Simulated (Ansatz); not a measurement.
An Ansatz input (plane waves, PAW) for MoSe (zincblende structure) that has something wrong with it:

```yaml
crystal:
  lattice:
    - [0.0, 2.840519146, 2.840519146]
    - [2.840519146, 0.0, 2.840519146]
    - [2.840519146, 2.840519146, 0.0]
  atoms:
    - { symbol: Mo, position: [0.0, 0.0, 0.0], spin: 3.0 }
    - { symbol: Se, position: [0.25, 0.25, 0.25] }
basis:
  ecutwfc: 420
  ecutrho_ratio: 4
kpoints:
  mp_grid: { grid: [10, 10, 10] }
hamiltonian:
  xc: pbe
  hubbard: { sites: [{ species: Mo, l: d, u_eff: 40.0 }] }
scf:
  occupations: { method: gaussian, width: 0.05 }
  max_iter: 100
output:
  forces: true
  stress: true
magnetization:
  spin_polarized: true
```

Launched as:
```sh
ansatz run input.yaml --threads 2 --pin off --max-ram 2662MiB --backend cpu --events-out ev --progress --plain --runs-dir out
```

What the program printed:

```
SCF iter   1: F=—  HF=-10406.281620 eV  |F-HF|=—  |Δ(HF+E_count)|=         —  Δρ=5.36e-2 (↑4.02e-2 ↓5.36e-2)  dr2=3.97e-1  dr2_m=8.76e-1  M=4.000 μB ∫|m|=5.068 μB  β_m=1.00  ethr=1.32e-3  ⟨swp⟩=1.0  Hψ=11724  notcnv=0
SCF iter   2: F=—  HF=-10410.614609 eV  |F-HF|=—  |Δ(HF+E_count)|=    4.33e0  Δρ=1.23e-2 (↑5.78e-3 ↓1.23e-2)  dr2=1.08e-1  dr2_m=1.90e-2  M=4.000 μB ∫|m|=5.390 μB  β_m=1.00  ethr=1.32e-3  ⟨swp⟩=3.1  Hψ=5698  notcnv=0  defer=144
SCF iter   3: F=—  HF=-10412.300581 eV  |F-HF|=—  |Δ(HF+E_count)|=    1.69e0  Δρ=2.63e-3 (↑2.14e-3 ↓2.63e-3)  dr2=6.51e-3  dr2_m=9.45e-4  M=4.000 μB ∫|m|=5.468 μB  β_m=1.00  ethr=3.61e-4  ⟨swp⟩=2.7  Hψ=3448  notcnv=0  defer=171
SCF iter   4: F=—  HF=-10413.169911 eV  |F-HF|=—  |Δ(HF+E_count)|=   8.69e-1  Δρ=1.12e-3 (↑1.12e-3 ↓8.69e-4)  dr2=1.20e-3  dr2_m=1.36e-4  M=4.000 μB ∫|m|=5.497 μB  β_m=1.00  ethr=2.17e-5  ⟨swp⟩=2.6  Hψ=3680  notcnv=0  defer=175
SCF iter   5: F=—  HF=-10413.614613 eV  |F-HF|=—  |Δ(HF+E_count)|=   4.45e-1  Δρ=6.48e-4 (↑6.48e-4 ↓4.98e-4)  dr2=2.56e-4  dr2_m=4.40e-5  M=4.000 μB ∫|m|=5.510 μB  β_m=1.00  ethr=4.00e-6  ⟨swp⟩=2.8  Hψ=3947  notcnv=0  defer=175
SCF iter   6: F=—  HF=-10413.841511 eV  |F-HF|=—  |Δ(HF+E_count)|=   2.27e-1  Δρ=2.96e-4 (↑2.96e-4 ↓1.87e-4)  dr2=4.10e-5  dr2_m=1.38e-5  M=4.000 μB ∫|m|=5.517 μB  β_m=1.00  ethr=8.53e-7  ⟨swp⟩=2.9  Hψ=3788  notcnv=0  defer=175
SCF iter   7: F=—  HF=-10413.957044 eV  |F-HF|=—  |Δ(HF+E_count)|=   1.16e-1  Δρ=3.12e-4 (↑3.12e-4 ↓1.20e-4)  dr2=6.91e-5  dr2_m=9.57e-6  M=4.000 μB ∫|m|=5.522 μB  β_m=0.30  ethr=1.37e-7  ⟨swp⟩=3.2  Hψ=3904  notcnv=0  defer=175
Mixer restart at iter 7: flushing history
...
SCF iter  10: F=—  HF=-10414.076270 eV  |F-HF|=—  |Δ(HF+E_count)|=   2.48e-6  Δρ=4.87e-5 (↑4.87e-5 ↓3.44e-5)  dr2=1.01e-6  dr2_m=4.15e-7  M=4.000 μB ∫|m|=5.533 μB  β_m=0.74  ethr=3.93e-8  ⟨swp⟩=2.0  Hψ=3270  notcnv=0  defer=175
SCF iter  11: F=—  HF=-10414.076271 eV  |F-HF|=—  |Δ(HF+E_count)|=   8.06e-7  Δρ=1.39e-5 (↑1.23e-5 ↓1.39e-5)  dr2=1.83e-7  dr2_m=1.82e-8  M=4.000 μB ∫|m|=5.533 μB  β_m=0.71  ethr=3.35e-9  ⟨swp⟩=2.5  Hψ=3044  notcnv=0  defer=175
SCF iter  12: F=-10414.076271 eV  HF=-10414.076271 eV  |F-HF|=2.50e-9  |Δ(HF+E_count)|=   7.58e-9  Δρ=2.22e-6 (↑2.22e-6 ↓1.68e-6)  dr2=2.75e-9  dr2_m=1.07e-9  M=4.000 μB ∫|m|=5.533 μB  β_m=0.66  ethr=3.33e-10  ⟨swp⟩=4.5  Hψ=6075  notcnv=0
SCF iter  13: F=-10414.076271 eV  HF=-10414.076271 eV  |F-HF|=5.07e-10  |Δ(HF+E_count)|=  1.38e-10  Δρ=9.63e-7 (↑8.70e-7 ↓9.63e-7)  dr2=9.67e-11  dr2_m=3.03e-10  M=4.000 μB ∫|m|=5.533 μB  ethr=9.15e-12  ⟨swp⟩=1.3  Hψ=5665  notcnv=0
```

```
SCF 1 converged in 13 iterations: F = -10414.076271 eV  dr2 = 9.67e-11
SCF converged after 13 iterations
an eigenvalue changed by more than its tolerance at an iteration that met the thresholds in force, so the SCF went on 1 time: the last check found none over its tolerance
Magnetization: 4.0000 μB (17.0000 up, 13.0000 down)
Absolute magnetization: 5.4870 μB (∫|ρ↑−ρ↓|, with the PAW one-centre terms)
Per-site moments (μB) at R_I (Å): [(3.31957, 1.01473), (-0.60254, 1.01473)]
Free energy (F): -10414.076271 eV
E sigma→0 (E₀):  -10414.075889 eV
Entropy (-TS):   -0.000764 eV (-0.382 meV/atom)
Fermi energy:    10.290382 eV
--- Forces (eV/Å), atoms counted from 1 ---
  atom   1  Mo     0.00000000     0.00000000     0.00000000
  atom   2  Se     0.00000000     0.00000000     0.00000000
--- Stress (GPa, compression-positive) ---
       59.181444       0.000000       0.000000
        0.000000      59.181444       0.000000
        0.000000       0.000000      59.181444
  P = ⅓ Tr σ = 59.1814 GPa (591.814 kbar)
```

**Question.** What is wrong with it?

**Answer.** An enormous U. Against the sound input: hamiltonian.hubbard: {"sites": [{"species": "Mo", "l": "d", "u_eff": 40.0}]} (the cap on iterations is only a precaution).

The run converged all the same; its pressure of 59 GPa shows the fault against the sound run's. Run time: 7.6 s on 2 threads of Arm Neoverse V2 (shared host), peak memory 0.41 GiB. The run before the change (PBE, 420 eV, 10×10×10 mesh) gave:

| run | P (GPa) | gap on the mesh (eV) | cell moment (μB) | largest force component (eV/Å) |
| --- | --- | --- | --- | --- |
| sound | -0.1 | metal | 1.18 | 0.000 |
| spoiled | 59.2 | metal | 4.00 | 0.000 |

The two runs also differ in their start: the sound one had the moments 0.91, 0.00 μB typed, and went on from the state of an earlier run.

This is a trial structure made by placing the elements on a prototype's sites, so it needn't be the stable form.

Of that run: The run wasn't fully tested for a lower electronic state. The moments were started parallel, and the real magnetic order may be another.
